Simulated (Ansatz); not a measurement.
Clean, relaxed (100) surface of TiC, space group Fm-3m (No. 225) (top face towards +c; atoms held fixed, by place in the list: 1, 2, 3, 4, 5, 6, 7, 8, 9, 10, 11, 12, 13, 14, 15, 16):

```
CELL_PARAMETERS angstrom
6.06863 0.00000 0.00000
0.00000 6.06863 0.00000
0.00000 0.00000 23.43675
ATOMIC_POSITIONS crystal
Ti 0.25000 0.25000 0.36268
Ti 0.25000 0.75000 0.36268
Ti 0.75000 0.25000 0.36268
Ti 0.75000 0.75000 0.36268
C 0.50000 0.50000 0.36268
C 0.50000 0.00000 0.36268
C 0.00000 0.50000 0.36268
C 0.00000 0.00000 0.36268
Ti 0.50000 0.50000 0.45423
Ti 0.50000 0.00000 0.45423
Ti 0.00000 0.50000 0.45423
Ti 0.00000 0.00000 0.45423
C 0.75000 0.75000 0.45423
C 0.75000 0.25000 0.45423
C 0.25000 0.75000 0.45423
C 0.25000 0.25000 0.45423
Ti 0.75000 0.75000 0.54482
Ti 0.75000 0.25000 0.54482
Ti 0.25000 0.75000 0.54482
Ti 0.25000 0.25000 0.54482
C 0.00000 0.00000 0.54583
C 0.00000 0.50000 0.54583
C 0.50000 0.00000 0.54583
C 0.50000 0.50000 0.54583
Ti 0.00000 0.00000 0.63444
Ti 0.00000 0.50000 0.63444
Ti 0.50000 0.00000 0.63444
Ti 0.50000 0.50000 0.63444
C 0.25000 0.25000 0.63958
C 0.25000 0.75000 0.63958
C 0.75000 0.25000 0.63958
C 0.75000 0.75000 0.63958
```

Computed with DFT PBE+D3(BJ), scalar-relativistic, plane waves, PAW in Ansatz. Plane waves to 420 eV, a k mesh through Γ of 5×5×1 on the computed 32-atom cell and Gaussian smearing (0.10 eV); no spin polarisation. The cell repeats along c with a dipole correction in the vacuum.

HF is adsorbed on the top face, one adsorbate per 36.8 Å², and relaxed from 2 starting sites (fractions of a and b). E_ads counts from the clean slab and the free adsorbate (spin-polarised where it has unpaired electrons); negative means bound. Heights count from the highest slab atom after relaxation. Δφ is the top face's. Δp counts per cell along +c. Bonded neighbours lie within 1.25 times the sum of covalent radii (1.35 for H) and, on that scale, within 12 % of the closest. With the adsorbate the cell is lengthened along c to keep the vacuum.

```
                       start ends at E_ads (eV) height (Å) shortest contact  Δφ (eV)  Δp (e·Å) whole?
     top (C) at (0.75, 0.75) (0.92, 0.92), 1 bonded neighbour (Ti)       -0.52        2.21        H–C 1.76 Å    +0.83    -0.167     yes
hollow (C-C) at (0.00, 0.25) (0.92, 0.42), 1 bonded neighbour (Ti)       -0.52        2.21        H–C 1.75 Å    +0.84    -0.170     yes
```

Among the sites tried, the lowest end comes from the hollow (C-C) at (0.00, 0.25) start; the top (C) at (0.75, 0.75) start ended within 0.02 eV of it, though not always at the same place; other sites may lie lower.

Each end is the local minimum or symmetric point that its start leads to. The slab is only 6.4 Å thick, so the energies aren't converged with thickness.

Cost: 3 runs of about 2.5 core-hours in all, on Intel Xeon Platinum 8375C (Ice Lake) (shared hosts).